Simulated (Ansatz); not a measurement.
Relaxed candidate structures of TiB$_{2}$:

A. P6/mmm (No. 191), hP3, AFLOW prototype AB2_hP3_191_a_d (C32, as in AlB2); a = b = 3.025 Å, c = 3.223 Å, α = β = 90.00°, γ = 120.00°; B 2d (0.333, 0.667, 0.500); Ti 1a (0.000, 0.000, 0.000)

B. P6₄22 (No. 181), hP9; a = b = 4.5093 Å, c = 5.1283 Å, α = β = 90.00°, γ = 120.00°; Ti 3d (0.500, 0.000, 0.500); B 6j (0.112, 0.225, 0.500)

C. Fmm2 (No. 42), oF24; a = 3.0403 Å, b = 5.2184 Å, c = 13.7964 Å, α = 90.00°, β = 90.00°, γ = 90.00°; Ti 4a (0.000, 0.000, 0.982); Ti 4a (0.000, 0.000, 0.753); B 8c (0.000, 0.167, 0.370); B 8c (0.000, 0.168, 0.138)

D. Fd-3m, origin choice 1 (No. 227), cF48; a = 7.8733 Å, b = 7.8733 Å, c = 7.8733 Å, α = 90.00°, β = 90.00°, γ = 90.00°; Ti 16d (0.625, 0.625, 0.625); B 32e (0.330, 0.330, 0.330)

E. P4/mmm (No. 123), tP3; a = b = 2.961 Å, c = 3.467 Å, α = β = γ = 90.00°; B 2e (0.000, 0.500, 0.500); Ti 1a (0.000, 0.000, 0.000)

F. Immm (No. 71), oI6; a = 3.3964 Å, b = 4.2435 Å, c = 4.6916 Å, α = β = γ = 90.00°; Ti 2a (0.000, 0.000, 0.000); B 4j (0.000, 0.500, 0.169)

Problem. Put the candidates in order of energy per atom, lowest first, for r2SCAN (plane waves to 500 eV, PAW, scalar-relativistic; Ansatz, a quantum-chemistry and plane-wave program).

Solution. A (reference, the lowest of the structures calculated here), C (+0.30 eV/atom), E (+1.21 eV/atom), D (+1.38 eV/atom), F (+1.41 eV/atom), B (+1.49 eV/atom)

Probably no minimum, since a slightly shaken restart fell lower: P6₄22, hP9 (by 0.67 eV/atom, to P1); Immm, oI6 (by 1.39 eV/atom, to I4₁/amd). 1 run with a doubtful electronic state, a coarser numerical grid, an end not at rest or a source that can't be used is left out. Each run could gain symmetry but not lose that of its start, so entries can be saddle points. From databases, or of a type measured for this composition: P6/mmm, hP3, AFLOW prototype AB2_hP3_191_a_d (C32, as in AlB2); the others are generated cells (placed on structure types, drawn at random, substituted or restacked) that were not matched to a known phase here. Energies are at zero temperature and pressure, without zero-point motion. No spin polarisation in the result.
